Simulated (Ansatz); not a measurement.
Relaxed-ion elastic tensor of TiN (rock salt, space group No. 225) in GPa (Voigt order), DFT-PBEsol in the program Ansatz with PAW potentials; density 5.53 g/cm³, 9.29 Å³ per atom.

```
643  129  129  0.0  0.0  0.0
129  643  129  0.0  0.0  0.0
129  129  643  0.0  0.0  0.0
0.0  0.0  0.0  172  0.0  0.0
0.0  0.0  0.0  0.0  172  0.0
0.0  0.0  0.0  0.0  0.0  172
```

Task: Is the crystal mechanically stable?

Result: Yes: the smallest eigenvalue of C is 172 GPa.

Task: Work out the Voigt, Reuss and Hill averages.

Result: K_V = 300, K_R = 300, K_H = 300; G_V = 206, G_R = 198, G_H = 202 GPa.

Task: Give Young's modulus, Poisson's ratio, Pugh's ratio and the universal anisotropy index.

Result: E = 9KG/(3K + G) = 495 GPa; ν = 0.23; K/G = 1.49 (brittle by the Pugh limit of 1.75); A_U = 5G_V/G_R + K_V/K_R − 6 = 0.20.

Task: Estimate the sound speeds and the Debye temperature.

Result: v_l = √((K + 4G/3)/ρ) = 10100 m/s, v_t = √(G/ρ) = 6040 m/s, mean 6690 m/s; Θ = (h/k)(3n/4πV)^(1/3) v_m = 948 K.

Task: Give the Zener ratio and Young's modulus along [100], [110] and [111].

Result: A = 2C44/(C11 − C12) = 0.67; 1/E = S11 − 2(S11 − S12 − S44/2)Γ with Γ = 0, 1/4, 1/3 gives 600, 466, 433 GPa.

Task: Solve the Christoffel equation for the three sound speeds along [100], [110], [111].

Result: Eigenvalues of C_ijkl n_j n_l equal ρv². In km/s, slowest first: [100] 5.58, 5.58, 10.78; [110] 5.58, 6.82, 10.04; [111] 6.43, 6.43, 9.79.

Space group Fm-3m (rock salt). The PBEsol relaxation kept the symmetry of its start; of distortions, only those at the zone centre were tested. The run is not spin-polarised. With an odd number of electrons in the cell and no spin polarisation, the count alone makes it a metal. As this level gives no gap, shear constants depend on the k-mesh and smearing (Fermi–Dirac, 0.1 eV here).

Potentials: the earlier of the program's two PAW sets.
